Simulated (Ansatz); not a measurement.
Ansatz input file:

```yaml
crystal:
  lattice:
    - [3.97, 0.0, 0.0]
    - [0.0, 3.97, 0.0]
    - [0.0, 0.0, 6.552]
  atoms:
    - { symbol: Mg, position: [0.5, 0.0, 0.1623] }
    - { symbol: Mg, position: [0.0, 0.5, 0.8377] }
    - { symbol: Mn, position: [0.0, 0.0, 0.5], spin: 2.2 }
    - { symbol: Mn, position: [0.5, 0.5, 0.5], spin: 2.2 }
    - { symbol: Ge, position: [0.5, 0.0, 0.7483] }
    - { symbol: Ge, position: [0.0, 0.5, 0.2517] }
basis:
  ecutwfc: 420
kpoints:
  mp_grid: { grid: [10, 10, 6] }
hamiltonian:
  xc: pbesol
scf:
  occupations: { method: gaussian, width: 0.1 }
output:
  forces: true
  stress: true
  eigenvalues: true
  populations: true
magnetization:
  spin_polarized: true
relax:
  adjacent_minimum: "off"
  f_tol: 0.01
  max_steps: 40
```

Run as
```bash
ansatz run input.yaml --threads 1 --pin off --max-ram 2560MiB --backend cpu --events-out ev --progress --plain --runs-dir out
```

The calculation used Ansatz 0.2.0, DFT PBEsol, scalar-relativistic, plane waves, PAW.

From the run's log, abridged:

```
Warning: output.stress: scf.convergence.dr2_threshold = 1e-7 eV (the SCF's general default) is looser than the 6e-10 eV advised for a printed stress (1e-10 eV for each atom of the cell: 6). ...
Pseudopotentials: kind: paw
Pseudopotential: Mg, paw, valence charge 10, recommended cutoff 420 eV (normal)
Pseudopotential: Mn, paw, valence charge 15, recommended cutoff 420 eV (normal)
Pseudopotential: Ge, paw, valence charge 14, recommended cutoff 420 eV (normal)
Functional definition: PBEsol
Crystal: 6 atoms, lattice volume = 103.265 Å³
Basis set: ecut = 420 eV, 2045 PW (Γ), exchange–correlation on 54×54×90 points (8 copies of the dense FFT grid, shifted against one another)
Bands: 50, of which v1, the nominal top of the filled ones, is band 39 counted from 1 (38 counted from 0)
Symmetry: 16 space group operations
Space group: P4/nmm (ITA 129), of the structure as read, at distance tolerance 4.7e-5 Å
Magnetic group: BNS 129.411 (UNI 1071), of the structure as read, at distance tolerance 4.7e-5 Å
k-points: 84 of 600
Initial density: superposition of atomic densities (chi_scale 0.1, normalization cell, long waves kept (reshape's long-wave potential 0.05 eV rms))
Starting moments: Σ|m| = 4.4 μB on 2 of 6 sites
Initial wavefunctions: pseudopotential atomic-orbital guess
Functional: x = pbesol(κ = 0.804, μ = 0.12345679), c = pbesol(β = 0.046)
SCF iter   1: F=—  HF=-20068.475440 eV  |F-HF|=—  |Δ(HF+E_count)|=         —  Δρ=3.31e-2 (↑3.31e-2 ↓2.27e-2) dr2=9.50e0  dr2_m=2.22e-1  M=4.136 μB ∫|m|=4.732 μB  β_m=0.30  ethr=3.10e-3  ⟨swp⟩=5.9  Hψ=26662  notcnv=0  defer=49
Mixer restart at iter 1: flushing history
spin=Collinear: Kerker preconditioning applied to the charge; magnetization (m = ρ↑ − ρ↓) channel mixes plain (no charge-response kernel on spin).
SCF iter   2: F=—  HF=-20069.526846 eV  |F-HF|=—  |Δ(HF+E_count)|=    1.05e0  Δρ=2.37e-2 (↑2.37e-2 ↓1.83e-2) dr2=7.25e0  dr2_m=1.05e-1  M=4.103 μB ∫|m|=4.760 μB  β_m=0.65  ethr=3.10e-3  ⟨swp⟩=2.0  Hψ=10768  notcnv=0  defer=752
SCF iter   3: F=—  HF=-20069.685162 eV  |F-HF|=—  |Δ(HF+E_count)|=   1.58e-1  Δρ=9.10e-3 (↑9.10e-3 ↓7.33e-3) dr2=1.69e0  dr2_m=3.10e-3  M=4.049 μB ∫|m|=4.930 μB  β_m=0.65  ethr=3.10e-3  ⟨swp⟩=3.1  Hψ=12206  notcnv=0  defer=752
SCF iter   4: F=—  HF=-20068.667396 eV  |F-HF|=—  |Δ(HF+E_count)|=    1.02e0  Δρ=1.66e-2 (↑1.66e-2 ↓1.39e-2) dr2=8.81e-1  dr2_m=1.15e-2  M=4.124 μB ∫|m|=5.035 μB  β_m=0.74  ethr=2.16e-3  ⟨swp⟩=3.6  Hψ=13904  notcnv=0  defer=640
SCF iter   5: F=—  HF=-20069.434010 eV  |F-HF|=—  |Δ(HF+E_count)|=   7.67e-1  Δρ=6.57e-3 (↑3.05e-3 ↓6.57e-3) dr2=1.09e-1  dr2_m=7.49e-3  M=4.233 μB ∫|m|=5.102 μB  β_m=0.83  ethr=1.13e-3  ⟨swp⟩=2.8  Hψ=12186  notcnv=0  defer=648
SCF iter   6: F=—  HF=-20069.502600 eV  |F-HF|=—  |Δ(HF+E_count)|=         —  Δρ=1.01e-2 (↑1.57e-3 ↓1.01e-2) dr2=1.38e-1  dr2_m=2.42e-2  M=4.430 μB ∫|m|=5.303 μB  β_m=0.83  ethr=1.39e-4  ⟨swp⟩=2.0  Hψ=13625  notcnv=0  defer=649
Mixer restart at iter 6: flushing history
SCF iter   7: F=—  HF=-20069.542525 eV  |F-HF|=—  |Δ(HF+E_count)|=   3.99e-2  Δρ=1.22e-2 (↑1.22e-2 ↓3.84e-3) dr2=5.65e-2  dr2_m=5.31e-2  M=4.632 μB ∫|m|=5.518 μB  β_m=0.83  ethr=1.39e-4  ⟨swp⟩=2.0  Hψ=16143  notcnv=0  defer=649
SCF iter   8: F=—  HF=-20069.516715 eV  |F-HF|=—  |Δ(HF+E_count)|=   2.58e-2  Δρ=2.89e-3 (↑2.89e-3 ↓2.63e-3) dr2=3.77e-2  dr2_m=7.10e-5  M=4.560 μB ∫|m|=5.443 μB  β_m=0.77  ethr=7.24e-5  ⟨swp⟩=2.1  Hψ=17464  notcnv=0  defer=647
SCF iter   9: F=—  HF=-20069.510959 eV  |F-HF|=—  |Δ(HF+E_count)|=   5.76e-3  Δρ=6.14e-4 (↑6.14e-4 ↓4.25e-4) dr2=1.42e-3  dr2_m=2.14e-5  M=4.597 μB ∫|m|=5.486 μB  β_m=0.67  ethr=4.83e-5  ⟨swp⟩=2.0  Hψ=10677  notcnv=0  defer=647
SCF iter  10: F=—  HF=-20069.510322 eV  |F-HF|=—  |Δ(HF+E_count)|=   6.38e-4  Δρ=2.00e-4 (↑1.27e-4 ↓2.00e-4) dr2=1.00e-4  dr2_m=8.50e-6  M=4.604 μB ∫|m|=5.495 μB  β_m=0.66  ethr=1.82e-6  ⟨swp⟩=2.0  Hψ=12289  notcnv=0  defer=648
SCF iter  11: F=—  HF=-20069.510407 eV  |F-HF|=—  |Δ(HF+E_count)|=   8.54e-5  Δρ=1.03e-4 (↑5.62e-5 ↓1.03e-4) dr2=2.38e-5  dr2_m=1.29e-6  M=4.598 μB ∫|m|=5.489 μB  β_m=0.83  ethr=1.29e-7  ⟨swp⟩=2.0  Hψ=12280  notcnv=0  defer=648
SCF iter  12: F=—  HF=-20069.510416 eV  |F-HF|=—  |Δ(HF+E_count)|=   8.62e-6  Δρ=2.38e-5 (↑2.38e-5 ↓2.31e-5) dr2=3.54e-6  dr2_m=2.27e-8  M=4.596 μB ∫|m|=5.487 μB  β_m=0.92  ethr=3.05e-8  ⟨swp⟩=2.3  Hψ=12483  notcnv=0  defer=648
SCF iter  13: F=-20069.510415 eV  HF=-20069.510415 eV  |F-HF|=7.38e-8  |Δ(HF+E_count)|=   8.63e-7  Δρ=5.95e-6 (↑5.07e-6 ↓5.95e-6) dr2=1.14e-7  dr2_m=7.24e-9  M=4.596 μB ∫|m|=5.487 μB  ethr=3.21e-9  ⟨swp⟩=9.0  Hψ=34298  notcnv=0
SCF 1 converged in 13 iterations: F = -20069.510415 eV  dr2 = 1.14e-7
relax step   1: F+E_penalty+E_count = -20069.51041480 eV  Δ(F+E_penalty+E_count) = +0.000e0 eV  max|allowed force component| = 1.054e0 eV/Å  Δτ_max = 0.0000 Å  (13 SCF iters, dr2 threshold 2.50e-6 eV, accepted)
Initial density: handed on by an earlier stage of this run
Starting moments: Σ|m| = 4.4 μB on 2 of 6 sites; this step starts from the density that it was given
Initial wavefunctions: those handed on with the density
SCF iter   1: F=—  HF=-20069.657064 eV  |F-HF|=—  |Δ(HF+E_count)|=         —  Δρ=1.03e-2 (↑1.03e-2 ↓8.56e-3) dr2=4.39e-2  dr2_m=7.22e-2  M=4.298 μB ∫|m|=5.113 μB  β_m=0.30  ethr=5.49e-5  ⟨swp⟩=1.0  Hψ=28548  notcnv=0  defer=580
spin=Collinear: Kerker preconditioning applied to the charge; magnetization (m = ρ↑ − ρ↓) channel mixes plain (no charge-response kernel on spin).
SCF iter   2: F=—  HF=-20069.654199 eV  |F-HF|=—  |Δ(HF+E_count)|=   2.87e-3  Δρ=7.08e-3 (↑6.77e-3 ↓7.08e-3) dr2=3.94e-2  dr2_m=3.90e-2  M=4.285 μB ∫|m|=5.096 μB  β_m=0.65  ethr=5.49e-5  ⟨swp⟩=1.4  Hψ=8523  notcnv=0  defer=607
SCF iter   3: F=—  HF=-20069.658715 eV  |F-HF|=—  |Δ(HF+E_count)|=   4.52e-3  Δρ=3.39e-3 (↑3.39e-3 ↓1.32e-3) dr2=1.42e-2  dr2_m=3.85e-3  M=4.223 μB ∫|m|=5.012 μB  β_m=0.63  ethr=5.05e-5  ⟨swp⟩=2.0  Hψ=10910  notcnv=0  defer=692
SCF iter   4: F=—  HF=-20069.653266 eV  |F-HF|=—  |Δ(HF+E_count)|=   5.45e-3  Δρ=1.04e-3 (↑1.04e-3 ↓4.54e-4) dr2=5.92e-3  dr2_m=3.02e-4  M=4.221 μB ∫|m|=5.007 μB  β_m=0.71  ethr=1.83e-5  ⟨swp⟩=2.0  Hψ=13213  notcnv=0  defer=686
SCF iter   5: F=—  HF=-20069.652971 eV  |F-HF|=—  |Δ(HF+E_count)|=   2.94e-4  Δρ=7.08e-4 (↑2.76e-4 ↓7.08e-4) dr2=9.28e-4  dr2_m=5.85e-5  M=4.233 μB ∫|m|=5.018 μB  β_m=0.85  ethr=7.60e-6  ⟨swp⟩=1.7  Hψ=8663  notcnv=0  defer=688
SCF iter   6: F=—  HF=-20069.653246 eV  |F-HF|=—  |Δ(HF+E_count)|=   2.74e-4  Δρ=1.60e-4 (↑7.75e-5 ↓1.60e-4) dr2=9.14e-5  dr2_m=7.05e-6  M=4.242 μB ∫|m|=5.029 μB  β_m=0.93  ethr=1.19e-6  ⟨swp⟩=2.0  Hψ=10003  notcnv=0  defer=689
SCF iter   7: F=—  HF=-20069.653230 eV  |F-HF|=—  |Δ(HF+E_count)|=   1.56e-5  Δρ=1.27e-4 (↑1.27e-4 ↓8.76e-5) dr2=6.70e-5  dr2_m=4.09e-7  M=4.245 μB ∫|m|=5.033 μB  β_m=0.96  ethr=1.17e-7  ⟨swp⟩=2.0  Hψ=12420  notcnv=0  defer=689
SCF iter   8: F=—  HF=-20069.653227 eV  |F-HF|=—  |Δ(HF+E_count)|=   3.38e-6  Δρ=1.40e-5 (↑1.40e-5 ↓9.99e-6) dr2=1.18e-6  dr2_m=9.19e-9  M=4.245 μB ∫|m|=5.033 μB  β_m=0.97  ethr=8.58e-8  ⟨swp⟩=2.0  Hψ=9310  notcnv=0  defer=689
SCF iter   9: F=-20069.653226 eV  HF=-20069.653227 eV  |F-HF|=6.45e-7  |Δ(HF+E_count)|=   1.09e-7  Δρ=1.09e-5 (↑6.93e-6 ↓1.09e-5) dr2=5.40e-7  dr2_m=7.13e-9  M=4.245 μB ∫|m|=5.033 μB  ethr=1.52e-9  ⟨swp⟩=6.0  Hψ=26860  notcnv=0
SCF 2 converged in 9 iterations: F = -20069.653226 eV  dr2 = 5.40e-7
relax step   2: F+E_penalty+E_count = -20069.65322619 eV  Δ(F+E_penalty+E_count) = -1.428e-1 eV  max|allowed force component| = 2.401e-1 eV/Å  Δτ_max = 0.0869 Å  (9 SCF iters, dr2 threshold 6.94e-5 eV, accepted)
SCF iter   1: F=—  HF=-20069.660989 eV  |F-HF|=—  |Δ(HF+E_count)|=         —  Δρ=1.97e-3 (↑1.97e-3 ↓1.26e-3) dr2=2.43e-3  dr2_m=1.18e-3  M=4.218 μB ∫|m|=4.981 μB  β_m=0.65  ethr=6.15e-5  ⟨swp⟩=4.0  Hψ=17398  notcnv=0  defer=692
spin=Collinear: Kerker preconditioning applied to the charge; magnetization (m = ρ↑ − ρ↓) channel mixes plain (no charge-response kernel on spin).
SCF iter   2: F=—  HF=-20069.661795 eV  |F-HF|=—  |Δ(HF+E_count)|=   8.06e-4  Δρ=7.53e-4 (↑4.84e-4 ↓7.53e-4) dr2=5.15e-4  dr2_m=1.04e-4  M=4.219 μB ∫|m|=4.980 μB  β_m=0.54  ethr=3.11e-6  ⟨swp⟩=2.0  Hψ=11677  notcnv=0  defer=693
SCF iter   3: F=—  HF=-20069.662363 eV  |F-HF|=—  |Δ(HF+E_count)|=   5.68e-4  Δρ=5.11e-4 (↑4.85e-4 ↓5.11e-4) dr2=1.23e-4  dr2_m=1.80e-4  M=4.210 μB ∫|m|=4.969 μB  β_m=0.77  ethr=6.60e-7  ⟨swp⟩=2.0  Hψ=14330  notcnv=0  defer=693
SCF iter   4: F=—  HF=-20069.662796 eV  |F-HF|=—  |Δ(HF+E_count)|=   4.33e-4  Δρ=2.60e-4 (↑8.11e-5 ↓2.60e-4) dr2=2.27e-4  dr2_m=1.89e-5  M=4.203 μB ∫|m|=4.960 μB  β_m=0.89  ethr=1.58e-7  ⟨swp⟩=2.1  Hψ=10405  notcnv=0  defer=693
SCF iter   5: F=—  HF=-20069.662879 eV  |F-HF|=—  |Δ(HF+E_count)|=   8.38e-5  Δρ=1.43e-4 (↑1.43e-4 ↓7.91e-5) dr2=2.67e-5  dr2_m=8.36e-6  M=4.196 μB ∫|m|=4.953 μB  β_m=0.94  ethr=1.58e-7  ⟨swp⟩=2.2  Hψ=14378  notcnv=0  defer=693
SCF iter   6: F=—  HF=-20069.662869 eV  |F-HF|=—  |Δ(HF+E_count)|=   9.95e-6  Δρ=7.22e-5 (↑7.22e-5 ↓3.28e-5) dr2=7.76e-6  dr2_m=4.91e-7  M=4.196 μB ∫|m|=4.952 μB  β_m=0.82  ethr=3.42e-8  ⟨swp⟩=2.0  Hψ=12275  notcnv=0  defer=693
SCF iter   7: F=—  HF=-20069.662869 eV  |F-HF|=—  |Δ(HF+E_count)|=   7.66e-9  Δρ=1.43e-5 (↑1.04e-5 ↓1.43e-5) dr2=7.13e-7  dr2_m=1.02e-8  M=4.196 μB ∫|m|=4.953 μB  β_m=0.77  ethr=9.95e-9  ⟨swp⟩=2.0  Hψ=14326  notcnv=0  defer=692
SCF iter   8: F=-20069.662870 eV  HF=-20069.662870 eV  |F-HF|=1.11e-7  |Δ(HF+E_count)|=   6.23e-7  Δρ=6.09e-6 (↑3.42e-6 ↓6.09e-6) dr2=1.33e-7  dr2_m=4.57e-9  M=4.197 μB ∫|m|=4.953 μB  ethr=9.15e-10  ⟨swp⟩=7.3  Hψ=31213  notcnv=0
SCF 3 converged in 8 iterations: F = -20069.662870 eV  dr2 = 1.33e-7
relax step   3: F+E_penalty+E_count = -20069.66286993 eV  Δ(F+E_penalty+E_count) = -9.644e-3 eV  max|allowed force component| = 7.631e-3 eV/Å  Δτ_max = 0.0335 Å  (8 SCF iters, dr2 threshold 3.60e-6 eV, accepted)
SCF iter   1: F=—  HF=-20069.662870 eV  |F-HF|=—  |Δ(HF+E_count)|=         —  Δρ=3.79e-6 (↑3.79e-6 ↓2.54e-6) dr2=3.96e-8  dr2_m=2.78e-9  M=4.197 μB ∫|m|=4.953 μB  β_m=0.65  ethr=5.08e-11  ⟨swp⟩=1.0  Hψ=20832  notcnv=0
spin=Collinear: Kerker preconditioning applied to the charge; magnetization (m = ρ↑ − ρ↓) channel mixes plain (no charge-response kernel on spin).
SCF iter   2: F=—  HF=-20069.662870 eV  |F-HF|=—  |Δ(HF+E_count)|=  1.82e-10  Δρ=1.55e-6 (↑1.28e-6 ↓1.55e-6) dr2=1.32e-8  dr2_m=3.22e-10  M=4.197 μB ∫|m|=4.953 μB  β_m=0.65  ethr=5.08e-11  ⟨swp⟩=1.1  Hψ=8409  notcnv=0
SCF iter   3: F=-20069.662870 eV  HF=-20069.662870 eV  |F-HF|=1.36e-8  |Δ(HF+E_count)|=   9.58e-9  Δρ=2.47e-6 (↑8.06e-7 ↓2.47e-6) dr2=1.63e-8  dr2_m=1.38e-9  M=4.197 μB ∫|m|=4.953 μB  ethr=1.69e-11  ⟨swp⟩=1.8  Hψ=22167  notcnv=0
SCF 4 converged in 3 iterations: F = -20069.662870 eV  dr2 = 1.63e-8
relax step   4: F+E_penalty+E_count = -20069.66287001 eV  Δ(F+E_penalty+E_count) = -8.259e-8 eV  max|allowed force component| = 7.623e-3 eV/Å  Δτ_max = 0.0000 Å  (3 SCF iters, accepted)
WARN: an SCF from antiferromagnetic starting moments (0.00, 0.00, -2.23, 2.23, 0.00, 0.00 Bohr magnetons, atom by atom) was not made, by what the run has read of turns of its moments that order reads lower: the deck asks for what bars it, or types moments that do (magnetization.spin_polarized, in the input reference, names some of the keys), or the run goes by scf.lower_state_search: light, the default, which as a rule tries one only behind a close that has lost an order of both signs, or on which an open d or half-filled 4f shell of a PAW file has lost a moment that was set nearer to Hund's than to what is left; or, under a Hubbard U, one that names an f shell that the input leaves bare bes ...
SCF converged after 3 iterations
Magnetization: 4.1970 μB (41.0985 up, 36.9015 down)
Absolute magnetization: 4.9586 μB (∫|ρ↑−ρ↓|, with the PAW one-centre terms)
Spin contamination: 0.2217 ħ² per cell (⟨S²⟩ above its minimum at these occupations)
Per-site moments (μB) at R_I (Å): [(-0.02601859, 1.18795240), (-0.02601859, 1.18795240), (2.15482648, 1.02792252), (2.15482648, 1.02792252), (-0.07846139, 1.02792252), (-0.07846139, 1.02792252)]
Free energy (F): -20069.662870 eV
Harris-Foulkes:  -20069.662870 eV  (|F-HF|=1.36e-8)
Internal energy: -20069.644703 eV  (E = F + TS)
E sigma→0 (E₀):  -20069.653787 eV
Entropy (-TS):   -0.018167 eV (-3.028 meV/atom)
Fermi energy:    10.524674 eV
--- Per-component energies (eV) ---
  E_band       = -1442.925701
  E_kinetic    = 987.834853
  E_local      = -12959.241230  (includes V_loc(G=0)·N_el)
  E_nonlocal   = 1520.918528
  E_hartree    = 5392.139750
  E_xc         = -434.102346
  E_vxc        = -495.495896  (∫ρ·V_xc dr)
  E_paw        = -7064.400634  (= ΣΔE_a)
  E_vpaw       = -1281.231450  (= ΣTr[D̂ρ^β])
  E_aug_tail   = 0.000530  (compensation charges beyond the density's cutoff)
  E_ewald      = -7515.087051
  E_core_change = 2.292898  (= ΣΔE_core)
  E_smearing   = -0.018167  (= −TS)
--- Forces (eV/Å), atoms counted from 1 ---
  atom   1  Mg     0.00000000     0.00000000    -0.00762320
  atom   2  Mg     0.00000000     0.00000000     0.00762320
  atom   3  Mn     0.00000000     0.00000000     0.00000000
  atom   4  Mn     0.00000000     0.00000000     0.00000000
  atom   5  Ge     0.00000000     0.00000000     0.00668953
  atom   6  Ge     0.00000000     0.00000000    -0.00668953
--- Stress (GPa, compression-positive) ---
       -7.396706       0.000000       0.000000
        0.000000      -7.396706       0.000000
        0.000000       0.000000      -5.068503
  P = ⅓ Tr σ = -6.6206 GPa (-66.206 kbar)
--- Band table (eV; the first three rows and the last of 168) ---
  k-point 0 ↑: bands = ["-69.3030", "-69.2813", "-64.9989", "-64.9986", "-38.2353", "-38.2113", "-38.2044", "-38.2044", "-38.1004", "-38.1004", "-31.9528", "-31.9528", "-31.9508", "-31.9508", "-31.9166", "-31.9137", "-13.4966", "-13.4927", "-13.4868", "-13.4868", "-13.4854", "-13.4854", "-13.4795", "-13.4772", "-13.4741", "-13.4733", "-0.1165", "1.7476", "5.1991", "6.4298", "7.3226", "7.3226", "7.9457", "8.7998", "8.7998", "8.8083", "9.0004", "9.7722", "9.9361", "9.9361", "10.8862", "11.5900", "12.5943", "13.5622", "13.5622", "14.0542", "14.1347", "15.0034", "15.3509", "15.3509"]
  k-point 1 ↑: bands = ["-69.3030", "-69.2813", "-64.9989", "-64.9986", "-38.2353", "-38.2113", "-38.2044", "-38.2044", "-38.1004", "-38.1004", "-31.9528", "-31.9528", "-31.9508", "-31.9508", "-31.9166", "-31.9137", "-13.4966", "-13.4928", "-13.4867", "-13.4867", "-13.4855", "-13.4855", "-13.4794", "-13.4773", "-13.4740", "-13.4733", "-0.0509", "1.5835", "5.3656", "6.4735", "7.3032", "7.3032", "7.9458", "8.8330", "8.8330", "8.8528", "9.0131", "9.7722", "9.9856", "9.9856", "10.8862", "11.0680", "13.0878", "13.1683", "13.1683", "13.9075", "13.9814", "15.0730", "15.9168", "15.9168"]
  k-point 2 ↑: bands = ["-69.3030", "-69.2813", "-64.9989", "-64.9986", "-38.2353", "-38.2113", "-38.2044", "-38.2044", "-38.1004", "-38.1004", "-31.9528", "-31.9528", "-31.9508", "-31.9508", "-31.9165", "-31.9138", "-13.4964", "-13.4929", "-13.4865", "-13.4865", "-13.4857", "-13.4857", "-13.4793", "-13.4774", "-13.4739", "-13.4734", "0.1195", "1.2404", "5.6569", "6.5985", "7.2667", "7.2667", "7.9460", "8.8937", "8.8937", "9.0111", "9.0391", "9.7722", "10.1078", "10.1078", "10.3149", "10.8862", "12.6073", "12.6073", "13.5455", "13.7104", "13.7356", "15.1604", "16.5743", "17.0226"]
  k-point 83 ↓: bands = ["-66.9346", "-66.9346", "-65.0056", "-65.0056", "-35.9576", "-35.9576", "-35.8249", "-35.8249", "-35.8158", "-35.8158", "-31.9619", "-31.9619", "-31.9595", "-31.9595", "-31.9249", "-31.9249", "-13.5074", "-13.5074", "-13.5055", "-13.5055", "-13.5029", "-13.5029", "-13.5018", "-13.5018", "-13.4858", "-13.4858", "2.3396", "2.3396", "6.1942", "6.1942", "7.2474", "7.2474", "7.8291", "7.8291", "9.4190", "9.4190", "9.8907", "9.8907", "11.3067", "11.3067", "11.6924", "11.6924", "12.8412", "12.8412", "14.2255", "14.2255", "14.4837", "14.4837", "16.1680", "16.1680"]
--- Relaxed structure (4 steps of the walk, 4 accepted, 0 SCFs on fresh bases) ---
  F+E_penalty+E_count = -20069.66287001 eV   max|allowed force component| = 7.623e-3 eV/Å
  atoms:
    - { symbol: Mg, position: [0.5, 0.0, 0.17195344] }
    - { symbol: Mg, position: [0.0, 0.5, 0.82804655] }
    - { symbol: Mn, position: [0.0, 0.0, 0.49999999] }
    - { symbol: Mn, position: [0.5, 0.5, 0.49999999] }
    - { symbol: Ge, position: [0.5, 0.0, 0.72992800] }
    - { symbol: Ge, position: [0.0, 0.5, 0.27007199] }
--- Löwdin populations: 6 sites ---
  site symbol q [e]    m [muB]
     0     Mg      8.6964    -0.0198
     1     Mg      8.6964    -0.0198
     2     Mn     14.6265     2.3388
     3     Mn     14.6265     2.3388
     4     Ge     15.2888    -0.2002
     5     Ge     15.2888    -0.2002
  spilling = 0.009954 (of n_electrons = 78.000000)
```

The relaxation met its thresholds.

The run took 4.5 min on 1 thread of Arm Neoverse V1, on a shared host, peak memory 0.82 GiB.

The state reached may not be the lowest one. The program reads another magnetic order as possibly lower. Only parallel moments were tried here.